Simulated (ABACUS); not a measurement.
ABACUS run on a model cell of As (P6_3/mmc, 2 atoms in the cell; prototype structure): self-consistent single point.

Level of theory: ABACUS with PBE, numerical atomic orbitals DZP (confined pseudo-atomic orbitals; energy shift 0.003 Ry), PseudoDojo 0.5 standard norm-conserving PBE (tails mended) pseudopotentials.

```
As
1.0
    3.01666     0.00000     0.00000
   -1.50833     2.61251     0.00000
    0.00000     0.00000     4.89783
As
2
Direct
  0.33333   0.66667   0.25000
  0.66667   0.33333   0.75000
```

Reference input (self-consistent single point, DFT, PBE, numerical atomic orbitals DZP (confined pseudo-atomic orbitals; energy shift 0.003 Ry), PseudoDojo 0.5 standard norm-conserving PBE (tails mended) pseudopotentials): basis = DZP numerical atomic orbitals, energy shift 0.003 Ry; KPT = MP 9 9 5 0 0 0; basis_type = lcao; ecutwfc = 100 Ry; smearing_method = mp; smearing_sigma = 0.00734986 Ry; potentials = PseudoDojo 0.5 standard norm-conserving PBE (tails mended); symmetry = 1; symmetry_prec = 1e-05; ks_solver = genelpa; scf_nmax = 100; scf_thr = 1.0e-07. This run's input differs from it in these lines:

```diff
@@ -11,2 +11,3 @@
 smearing_sigma       0.00734986
+nbands               16
 ks_solver            genelpa
```

Log, with long lists cut:

```
 SELF-CONSISTENT
 -------------------------------------------

                  longest orb rcut (Bohr) = 7.4
   longest nonlocal projector rcut (Bohr) = 1.82
                     search radius (Bohr) = 18.4

                          real space grid = [ 40, 40, 60 ]
                                 init_chg = atomic

 LCAO ALGORITHM --------------- ION=   1  ELEC=   1--------------------------------

 Density error is 0.0106406323611
 E_KohnSham     -424.1068941773      -5770.2703218947
 E_Fermi        0.9524754618         12.9590934856

 LCAO ALGORITHM --------------- ION=   1  ELEC=   2--------------------------------

   [... lines left out ...]

   [... 2 blocks of this kind left out ...]

 LCAO ALGORITHM --------------- ION=   1  ELEC=   5--------------------------------

 Density error is 3.61137284401e-07
 E_KohnSham     -424.1070134197      -5770.2719442699
 E_Fermi        0.9458652090         12.8691563820

 LCAO ALGORITHM --------------- ION=   1  ELEC=   6--------------------------------

 Density error is 1.63512062665e-08
 E_KohnSham     -424.1070134197      -5770.2719442708
 E_KS(sigma->0) -424.1069999135      -5770.2717605094
 E_entropy(-TS) -0.0000405186        -0.0005512843
 E_Fermi        0.9458654211         12.8691592681
 charge density convergence is achieved
 final etot is -5770.2719443 eV
 EFERMI = 12.869159268 eV

 STATE ENERGY(eV) AND OCCUPATIONS    NSPIN == 1
   [... 13 lines left out ...]

 --------------------------------------------
 !FINAL_ETOT_IS -5770.2719442708412316 eV
 --------------------------------------------
```

The run converged in 6 iterations. Against the reference run the free energy rises by 14.8 meV/atom.

The cell was set up from a structure prototype or typed lattice constants and was not relaxed beforehand at this level. The atom-centred basis is finite, which shifts total energies against plane waves. Forces and stress are left out: the polarisation orbitals used for some of these elements are too diffuse to give them reliably, and gaps can carry the same lack. This run is one point of a test of settings, so its values need not be converged; read them against the reference run alone. No clean gap shows at this smearing width and mesh (spacing up to 0.27 Å⁻¹); the mesh is coarse for partly filled bands, so the values carry mesh errors.

The atomic orbitals were generated for these runs; they are not ABACUS's published sets and were checked against plane waves on a few crystals only.

“Tails mended”: in these copies of the files the far tail of each local potential was reset to the Coulomb form.
